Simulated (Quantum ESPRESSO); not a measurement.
# Si2BPC4: finding a planted mistake in a log

Computed values, not a measurement. The program is pw.x of Quantum ESPRESSO 7.5 (plane-wave density functional theory). The cell is made up: 8 atoms on a wurtzite lattice, with randomly drawn elements, strain and displacements, not relaxed. PseudoDojo standard norm-conserving files (v0.5 for PBE, v0.4.1 for LDA and PBEsol) set the functional; there is no spin polarisation, spin-orbit coupling or dispersion term, and the masses in the input are unused placeholders.

Intended input:

```
&control calculation='scf', pseudo_dir='./dojo.nc.sr.pbe.v0_5.standard.upf', outdir='./o', disk_io='low', tprnfor=.true., tstress=.true. /
&system ibrav=0, nat=8, ntyp=4, nbnd=22, ecutwfc=82.02448710, nosym=.true., tot_charge=0,
 occupations='smearing', smearing='fd', degauss=0.0018374661
/
&electrons conv_thr=7.350e-09, electron_maxstep=60, /
ATOMIC_SPECIES
B 1.0 B.upf
C 1.0 C.upf
P 1.0 P.upf
Si 1.0 Si.upf
CELL_PARAMETERS angstrom
3.0604 -0.0312 -0.0105
-0.0541 5.2045 0.0304
-0.0172 0.0287 4.8868
ATOMIC_POSITIONS angstrom
Si 0.0337 0.1026 -0.075
Si 1.4473 2.5226 -0.0266
B 1.4236 0.8708 2.5736
P 0.0667 3.3839 2.4506
C -0.0046 -0.0884 1.8145
C 1.5737 2.6752 1.9152
C 1.4236 0.9499 4.2567
C 0.0206 3.3308 4.2704
K_POINTS automatic
6 4 4 1 1 1
```

The log is shortened where brackets say so; the opening notice, blank lines, dates and the lines on written files are dropped, and the path of the files is cut. It prints rydbergs, bohrs and kilobars, and counts compression as positive stress.

Log of the intended run:

```
     Program PWSCF v.7.5
     Parallel version (MPI & OpenMP), running on       4 processor cores
     Number of MPI processes:                 4
     Threads/MPI process:                     1
     [start-up lines left out]
     bravais-lattice index     =            0
     lattice parameter (alat)  =       5.7837  a.u.
     unit-cell volume          =     525.1851 (a.u.)^3
     number of atoms/cell      =            8
     number of atomic types    =            4
     number of electrons       =        32.00
     number of Kohn-Sham states=           22
     kinetic-energy cutoff     =      82.0245  Ry
     charge density cutoff     =     328.0979  Ry
     scf convergence threshold =      7.3E-09
     mixing beta               =       0.7000
     number of iterations used =            8  plain     mixing
     Exchange-correlation= PBE
                           (   1   4   3   4   0   0   0)
     [axes and pseudopotential details left out]
   Cartesian axes
     site n.     atom                  positions (alat units)
         1        Si     tau(   1) = (   0.0110110   0.0335231  -0.0245052  )
         2        Si     tau(   2) = (   0.4728847   0.8242237  -0.0086912  )
         3        B      tau(   3) = (   0.4651410   0.2845215   0.8408872  )
         4        P      tau(   4) = (   0.0217933   1.1056412   0.8006987  )
         5        C      tau(   5) = (  -0.0015030  -0.0288834   0.5928621  )
         6        C      tau(   6) = (   0.5141841   0.8740835   0.6257643  )
         7        C      tau(   7) = (   0.4651410   0.3103663   1.3908162  )
         8        C      tau(   8) = (   0.0067308   1.0882915   1.3952924  )
     number of k points=    48  Fermi-Dirac smearing, width (Ry)=  0.0018
                       cart. coord. in units 2pi/alat
        k(    1) = (   0.0843600   0.0739284   0.0781496), wk =   0.0416667
        k(    2) = (   0.0848879   0.0730193   0.2347305), wk =   0.0416667
     [further k points left out]
     Dense  grid:    52737 G-vectors     FFT dimensions: (  36,  60,  54)
     Estimated max dynamical RAM per process >      87.75 MB
     Estimated total dynamical RAM >     312.36 MB
     Initial potential from superposition of free atoms
     starting charge      31.9982, renormalised to      32.0000
     Starting wfcs are   32 randomized atomic wfcs
     total cpu time spent up to now is        1.4 secs
     per-process dynamical memory:    68.2 Mb
     Self-consistent Calculation
     iteration #  1     ecut=    82.02 Ry     beta= 0.70
     Davidson diagonalization with overlap
     ethr =  1.00E-02,  avg # of iterations =  3.5
     total cpu time spent up to now is        2.6 secs
     total energy              =     -84.15213462 Ry
     estimated scf accuracy    <       1.50360648 Ry
     iteration #  2     ecut=    82.02 Ry     beta= 0.70
     Davidson diagonalization with overlap
     ethr =  4.70E-03,  avg # of iterations =  2.0
     total cpu time spent up to now is        3.7 secs
     total energy              =     -84.59571533 Ry
     estimated scf accuracy    <       0.53175908 Ry
     [iterations 3 to 10 left out]
     iteration # 11     ecut=    82.02 Ry     beta= 0.70
     Davidson diagonalization with overlap
     ethr =  3.46E-10,  avg # of iterations =  1.9
     total cpu time spent up to now is       14.4 secs
     total energy              =     -84.68336216 Ry
     estimated scf accuracy    <       0.00000003 Ry
     iteration # 12     ecut=    82.02 Ry     beta= 0.70
     Davidson diagonalization with overlap
     ethr =  9.92E-11,  avg # of iterations =  2.0
     total cpu time spent up to now is       15.3 secs
     End of self-consistent calculation
     [lines on levels left out]
!    total energy              =     -84.68336216 Ry
     estimated scf accuracy    <          2.9E-09 Ry
     smearing contrib. (-TS)   =      -0.00000000 Ry
     internal energy E=F+TS    =     -84.68336216 Ry
     The total energy is F=E-TS. E is the sum of the following terms:
     one-electron contribution =      20.52689881 Ry
     hartree contribution      =       9.87965689 Ry
     xc contribution           =     -30.28728314 Ry
     ewald contribution        =     -84.80263471 Ry
     convergence has been achieved in  12 iterations
     Forces acting on atoms (cartesian axes, Ry/au):
     atom    1 type  4   force =    -0.11505174   -0.12266578    0.06570280
     atom    2 type  4   force =     0.13198161    0.06334577    0.09106747
     atom    3 type  1   force =     0.00906864   -0.04416703   -0.06496259
     atom    4 type  3   force =    -0.03920089    0.13519378    0.04048306
     atom    5 type  2   force =     0.02237975    0.08368012    0.09046856
     atom    6 type  2   force =    -0.01288556   -0.15497370   -0.05875608
     atom    7 type  2   force =     0.11875103   -0.10876107   -0.10998988
     atom    8 type  2   force =    -0.11504284    0.14834789   -0.05401336
     Total force =     0.457758     Total SCF correction =     0.000022
     Computing stress (Cartesian axis) and pressure
          total   stress  (Ry/bohr**3)                   (kbar)     P=        2.54
   0.00012190   0.00016863  -0.00000520           17.93       24.81       -0.76
   0.00016863   0.00009866  -0.00003943           24.81       14.51       -5.80
  -0.00000520  -0.00003943  -0.00016873           -0.76       -5.80      -24.82
     init_run     :      1.27s CPU      1.30s WALL (       1 calls)
     electrons    :     13.93s CPU     13.99s WALL (       1 calls)
     forces       :      0.22s CPU      0.23s WALL (       1 calls)
     stress       :      0.75s CPU      0.75s WALL (       1 calls)
     [timing details left out]
     PWSCF        :     16.23s CPU     16.35s WALL
     JOB DONE.
```

A second run was made from an input with one planted mistake. Its log:

```
     Program PWSCF v.7.5
     Parallel version (MPI & OpenMP), running on       4 processor cores
     Number of MPI processes:                 4
     Threads/MPI process:                     1
     [start-up lines left out]
     bravais-lattice index     =            0
     lattice parameter (alat)  =       5.7050  a.u.
     unit-cell volume          =     504.0451 (a.u.)^3
     number of atoms/cell      =            8
     number of atomic types    =            4
     number of electrons       =        32.00
     number of Kohn-Sham states=           22
     kinetic-energy cutoff     =      82.0245  Ry
     charge density cutoff     =     328.0979  Ry
     scf convergence threshold =      7.3E-09
     mixing beta               =       0.7000
     number of iterations used =            8  plain     mixing
     Exchange-correlation= PBE
                           (   1   4   3   4   0   0   0)
     [axes and pseudopotential details left out]
   Cartesian axes
     site n.     atom                  positions (alat units)
         1        Si     tau(   1) = (   0.0109971   0.0335213  -0.0245116  )
         2        Si     tau(   2) = (   0.4728757   0.8242201  -0.0086784  )
         3        B      tau(   3) = (   0.4651247   0.2845337   0.8408814  )
         4        P      tau(   4) = (   0.0217955   1.1056401   0.8007022  )
         5        C      tau(   5) = (  -0.0014906  -0.0288840   0.5928502  )
         6        C      tau(   6) = (   0.5141811   0.8740715   0.6257753  )
         7        C      tau(   7) = (   0.4651247   0.3103702   1.3908032  )
         8        C      tau(   8) = (   0.0067241   1.0882833   1.3952749  )
     number of k points=    48  Fermi-Dirac smearing, width (Ry)=  0.0018
                       cart. coord. in units 2pi/alat
        k(    1) = (   0.0843617   0.0739296   0.0781515), wk =   0.0416667
        k(    2) = (   0.0848918   0.0730201   0.2347348), wk =   0.0416667
     [further k points left out]
     Dense  grid:    50585 G-vectors     FFT dimensions: (  36,  60,  54)
     Estimated max dynamical RAM per process >      84.76 MB
     Estimated total dynamical RAM >     302.00 MB
     Initial potential from superposition of free atoms
     starting charge      31.9982, renormalised to      32.0000
     Starting wfcs are   32 randomized atomic wfcs
     total cpu time spent up to now is        1.4 secs
     per-process dynamical memory:    66.2 Mb
     Self-consistent Calculation
     iteration #  1     ecut=    82.02 Ry     beta= 0.70
     Davidson diagonalization with overlap
     ethr =  1.00E-02,  avg # of iterations =  3.8
     total cpu time spent up to now is        2.6 secs
     total energy              =     -84.13397142 Ry
     estimated scf accuracy    <       1.56635402 Ry
     iteration #  2     ecut=    82.02 Ry     beta= 0.70
     Davidson diagonalization with overlap
     ethr =  4.89E-03,  avg # of iterations =  2.0
     total cpu time spent up to now is        3.7 secs
     total energy              =     -84.59347008 Ry
     estimated scf accuracy    <       0.50061560 Ry
     [iterations 3 to 10 left out]
     iteration # 11     ecut=    82.02 Ry     beta= 0.70
     Davidson diagonalization with overlap
     ethr =  2.46E-10,  avg # of iterations =  1.9
     total cpu time spent up to now is       14.3 secs
     total energy              =     -84.67591323 Ry
     estimated scf accuracy    <       0.00000002 Ry
     iteration # 12     ecut=    82.02 Ry     beta= 0.70
     Davidson diagonalization with overlap
     ethr =  7.60E-11,  avg # of iterations =  2.0
     total cpu time spent up to now is       15.3 secs
     End of self-consistent calculation
     [lines on levels left out]
!    total energy              =     -84.67591323 Ry
     estimated scf accuracy    <          2.4E-09 Ry
     smearing contrib. (-TS)   =      -0.00000000 Ry
     internal energy E=F+TS    =     -84.67591323 Ry
     The total energy is F=E-TS. E is the sum of the following terms:
     one-electron contribution =      22.08287400 Ry
     hartree contribution      =       9.74770582 Ry
     xc contribution           =     -30.53468890 Ry
     ewald contribution        =     -85.97180415 Ry
     convergence has been achieved in  12 iterations
     Forces acting on atoms (cartesian axes, Ry/au):
     atom    1 type  4   force =    -0.12838146   -0.13397539    0.06648867
     atom    2 type  4   force =     0.14423470    0.07112261    0.10341543
     atom    3 type  1   force =     0.01174035   -0.04623576   -0.07353486
     atom    4 type  3   force =    -0.04092316    0.13992163    0.04193232
     atom    5 type  2   force =     0.01986416    0.09305725    0.09877602
     atom    6 type  2   force =    -0.01131032   -0.16692937   -0.06135753
     atom    7 type  2   force =     0.13213782   -0.12008753   -0.12029362
     atom    8 type  2   force =    -0.12736208    0.16312655   -0.05542643
     Total force =     0.498926     Total SCF correction =     0.000022
     Computing stress (Cartesian axis) and pressure
          total   stress  (Ry/bohr**3)                   (kbar)     P=      102.67
   0.00086341   0.00018925   0.00000173          127.01       27.84        0.25
   0.00018925   0.00073954  -0.00005463           27.84      108.79       -8.04
   0.00000173  -0.00005463   0.00049085            0.25       -8.04       72.21
     init_run     :      1.27s CPU      1.31s WALL (       1 calls)
     electrons    :     13.85s CPU     13.93s WALL (       1 calls)
     forces       :      0.23s CPU      0.23s WALL (       1 calls)
     stress       :      0.74s CPU      0.74s WALL (       1 calls)
     [timing details left out]
     PWSCF        :     16.14s CPU     16.28s WALL
     JOB DONE.
```

Question: what was wrong in the second input?

Answer: the cell and the positions are scaled by a wrong factor. The input lines that differ, file-writing options aside:

```
- 3.0604 -0.0312 -0.0105
+ 3.0188 -0.0308 -0.0104
- -0.0541 5.2045 0.0304
+ -0.0534 5.1337 0.03
- -0.0172 0.0287 4.8868
+ -0.017 0.0283 4.8203
- Si 0.0337 0.1026 -0.075
+ Si 0.0332 0.1012 -0.074
- Si 1.4473 2.5226 -0.0266
+ Si 1.4276 2.4883 -0.0262
- B 1.4236 0.8708 2.5736
+ B 1.4042 0.859 2.5386
- P 0.0667 3.3839 2.4506
+ P 0.0658 3.3379 2.4173
- C -0.0046 -0.0884 1.8145
+ C -0.0045 -0.0872 1.7898
- C 1.5737 2.6752 1.9152
+ C 1.5523 2.6388 1.8892
- C 1.4236 0.9499 4.2567
+ C 1.4042 0.937 4.1988
- C 0.0206 3.3308 4.2704
+ C 0.0203 3.2855 4.2123
```

```
                                            intended run  run with the mistake
                          free energy (eV)     -1152.176             -1152.074
                    smearing term -TS (eV)        0.0000                0.0000
                            pressure (GPa)          0.25                 10.27
            largest force component (eV/Å)         3.985                 4.292
largest change of a force component (eV/Å)                               0.380
                                iterations            12                    12
```

For scale, a rerun of the intended cell at 1347 eV and a 8 x 6 x 6 mesh moved values by no more than 0.002 eV in energy, 0.19 GPa in stress and 0.016 eV/Å in force.